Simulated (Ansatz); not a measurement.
A geometry of PtSe2 away from equilibrium: step 5 of the relaxation of a randomly generated symmetric cell of PtSe2 (space group No. 160). Method: PBE (plane waves to 420 eV, PAW, scalar-relativistic; Ansatz, a program for electronic structure). Γ-centred k-mesh 5×5×5 on the run's cell (coarser than for final values), Fermi–Dirac smearing 0.05 eV. The plane waves were selected for a different cell earlier on the path.

```
CELL_PARAMETERS angstrom
      3.41186     1.96984     3.11336
     -3.41186     1.96984     3.11336
      0.00000    -3.93968     3.11336
ATOMIC_POSITIONS crystal
  Pt 0.20127 0.20127 0.20127
  Pt 0.48191 0.48191 0.48191
  Se 0.59740 0.99810 0.59740
  Se 0.59740 0.59740 0.99810
  Se 0.99810 0.59740 0.59740
  Se 0.94584 0.94584 0.94584
```

**Question.** Give the Cartesian forces on all atoms (eV/Å).

**Answer.** 
```tsv
atom	Fx	Fy	Fz
Pt1	0.00	0.00	-0.06
Pt2	0.00	0.00	0.30
Se3	-1.84	1.06	-0.70
Se4	0.00	-2.13	-0.70
Se5	1.84	1.06	-0.70
Se6	0.00	0.00	1.86
```

The path ends in R3m (No. 160). No spin polarisation in the result.

The run could not lose the symmetry of its start, so the end can be a saddle point.

The end of the path is a generated cell of PtSe2: the first start was made by a random draw of sites in a space group, and the end was not matched to a known phase here, so it may be hypothetical. Known forms of PtSe2 include space group No. 164.
